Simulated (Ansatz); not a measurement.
Ta (P6_3/mmc), clamped-ion strain scan

Theory: DFT r2SCAN, scalar-relativistic, plane waves, PAW in Ansatz 0.2.0. Settings: plane waves to 500 eV, k-mesh 24×24×12 (Γ-centred), Gaussian smearing 0.15 eV. Spin–orbit coupling is left out, which can shift energies with elements as heavy as these. No spin polarisation. Energies are free energies at this smearing, counted from the undisturbed cell; pressure is positive in compression.

Reference structure (relaxed at this level; with this scan's settings it stands at 0.1 GPa; this form isn't the usual structure):

```yaml
crystal:
  lattice:
    - [2.88799, 0.00000, 0.00000]
    - [-1.44399, 2.50107, 0.00000]
    - [0.00000, 0.00000, 5.11811]
  atoms:
    - { symbol: Ta, position: [0.66667, 0.33333, 0.75000] }
    - { symbol: Ta, position: [0.33333, 0.66667, 0.25000] }
```

The cell is strained by ε times the Voigt pattern (0, 1, 0, 0, 0, 0) (xx, yy, zz, yz, xz, xy; engineering shear) with fractional coordinates fixed. The cell is metallic on the mesh throughout.

```tsv
ε	ΔE (meV/atom)
-0.0400	28.6
-0.0200	7.0
0.0000	0.0
0.0100	1.4
0.0300	13.0
```

Problem. Predict the stress summed along the pattern (GPa, tension positive) at each point.

Solution.
```
      ε  stress summed along the pattern (GPa, tension positive)
-0.0400                                                   -12.53
-0.0200                                                    -6.12
 0.0000                                                    -0.11
 0.0100                                                     2.59
 0.0300                                                     7.26
```

Cost: 5 runs of about 7.8 core-minutes in all, on Intel Xeon Processor @ 2.50GHz (Skylake/Cascade Lake) (shared hosts).